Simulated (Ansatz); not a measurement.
Values for one crystal, relaxed and computed with DFT-r²SCAN in the program Ansatz with PAW potentials; other levels are named.

* **Volume per atom**: 10.05 Å³
* **Electronic character**: metallic (no gap)
* **Density of states at the Fermi level**: 0.41 states/eV per atom (mean over ±0.08 eV)
* **Pressure derivative B′**: 5.1
* **Formation energy from the elements (no fitted shifts)**: 0.42 eV/atom
* **Bulk modulus (Birch–Murnaghan fit)**: 225 GPa

Question: Which of these materials gives this?
(A) Zr2CN, R-3m (Zr on 6c, C on 3a, N on 3b)
(B) NbC2, MoSi2 or CaC2 type
(C) Hf3N2, R-3m (Hf on 6c, Hf on 3a, N on 6c)
(D) LaGe2Pd2, I4/mmm (La on 2a, Ge on 4e, Pd on 4d)

Answer: B, NbC2, MoSi2 or CaC2 type

The start of the workflow was typed in or built on a structure type; neither database checked (COD, Materials Project) lists it. Its standing as an ambient phase is unchecked. The cell was relaxed with r²SCAN under the symmetry of its start; whether a distortion lowers the energy is not shown. The run is not spin-polarised. The volume moved by -28 % from the start of the relaxation. Its formation energy is positive at this level, so the cell may be metastable or incomplete. The references are the lowest solids computed at this level, not always the standard phases. Scalar-relativistic: spin–orbit coupling is off unless named, which matters more the heavier the elements.

Potentials: the earlier of the program's two PAW sets.
